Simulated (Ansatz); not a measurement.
FeCo (CsCl type, Pm-3m) at seven volumes, PBEsol (plane waves, PAW; program Ansatz), scaled uniformly. One row is withheld.

| V (Å³/atom) | P (GPa) |
|---|---|
| 9.993 | ? |
| 10.323 | 15.37 |
| 10.652 | 6.96 |
| 10.982 | 0.00 |
| 11.311 | -5.84 |
| 11.640 | -10.96 |
| 11.970 | -15.30 |

Question: Fit the shown pressures and predict the withheld one.

Answer: P = (3/2)B₀(x^(7/2) − x^(5/2))[1 + (3/4)(B′ − 4)(x − 1)] with x = (V₀/V)^(2/3). Least squares on the six rows gives V₀ = 10.983 Å³/atom, B₀ = 215 GPa, B′ = 4.49. At V = 9.993, x = 1.0650 and P = 25.12 GPa. The run itself gave 25.60 GPa.

Symmetry was held in the PBEsol relaxation. The final state is ferromagnetic, chosen from 5 collinear starts compared on coarse meshes (ties went to the first, and starts can fall back to one state), not a proven ground state. Textbook magnetic order: ferromagnetic.

Potentials: the later of the program's two PAW sets.
